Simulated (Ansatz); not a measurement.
Data:

Hf$_{2}$Ga:
```cif
data_Ga2Hf4
_chemical_formula_sum 'Hf4 Ga2'
_space_group_name_H-M_alt 'P 1'
_space_group_IT_number 1
_cell_length_a 5.40594
_cell_length_b 5.40594
_cell_length_c 5.40594
_cell_angle_alpha 103.787
_cell_angle_beta 103.787
_cell_angle_gamma 121.558
loop_
_space_group_symop_operation_xyz
  'x, y, z'
loop_
_atom_site_label
_atom_site_type_symbol
_atom_site_fract_x
_atom_site_fract_y
_atom_site_fract_z
_atom_site_occupancy
Hf1 Hf 0.15431 0.65431 0.80863 1
Hf2 Hf 0.84569 0.34569 0.19137 1
Hf3 Hf 0.65431 0.84569 0.50000 1
Hf4 Hf 0.34569 0.15431 0.50000 1
Ga1 Ga 0.75000 0.75000 0.00000 1
Ga2 Ga 0.25000 0.25000 0.00000 1
```

This is the r²SCAN-relaxed structure.

Question: All from the program Ansatz at the r²SCAN level (PAW), unless another level is named. Give the density of states at the Fermi level.

Answer: 0.86 states/eV per atom (mean over ±0.08 eV).

Question: Give the formation energy from the elements (no fitted shifts).

Answer: -0.47 eV/atom.

Space group I4/mcm. The workflow started from a Materials Project entry (that database holds measured and hypothetical structures alike); the Crystallography Open Database files this formula in space group No. 140, but the cells were not matched. Whether it is the stable phase at ambient conditions was not checked. The cell was relaxed with r²SCAN under the symmetry of its start; its stability against distortions is not shown here. No spin polarisation was allowed. The references are the lowest solids computed at this level, not always the standard phases. Scalar-relativistic: spin–orbit coupling is off unless named, which matters more the heavier the elements.

Potentials: the earlier of the program's two PAW sets.
